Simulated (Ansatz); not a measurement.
MoSeS:
```xyz
6
Lattice="3.1897 0.0000 0.0000 -1.5949 2.7624 0.0000 0.0000 0.0000 12.5668" Properties=species:S:1:pos:R:3 pbc="T T T"
Mo     0.0000     0.0000     3.3309
Mo     0.0000     0.0000     9.2358
Se     1.5949     0.9208    10.9252
Se     0.0000     1.8416     1.6416
S      0.0000     1.8416     4.8470
S      1.5949     0.9208     7.7197
```

Cartesian axes are those of the cell as given.

### Question
Give the high-frequency dielectric tensor and the Born effective charge tensors of the independent atoms from DFPT, LDA (plane waves, PAW; program Ansatz).

### Answer

ε∞:
```
16.3  0.00  0.00
0.00  16.3  0.00
0.00  0.00  7.64
```
Z* of atom 1 (Mo), rows: field, columns: displacement, in e:
```
-1.51   0.00   0.00
 0.00  -1.51   0.00
 0.00   0.00  -0.76
```
Z* of atom 3 (Se), rows: field, columns: displacement, in e:
```
1.01  0.00  0.00
0.00  1.01  0.00
0.00  0.00  0.38
```
Z* of atom 5 (S), rows: field, columns: displacement, in e:
```
0.50  0.00  0.00
0.00  0.50  0.00
0.00  0.00  0.38
```

Space group P-3m1. The workflow started from a Materials Project entry (that database holds measured and hypothetical structures alike); the Crystallography Open Database copy checked does not list it. Whether it is the stable phase at ambient conditions was not checked. Symmetry was held in the LDA relaxation; whether a distortion lowers the energy is not shown. No spin polarisation was allowed. A crystal of weakly bound layers computed without a dispersion correction: the cell and the soft elastic constants depend strongly on that. Scalar-relativistic: spin–orbit coupling is off unless named, which matters more the heavier the elements.

Potentials: the later of the program's two PAW sets.
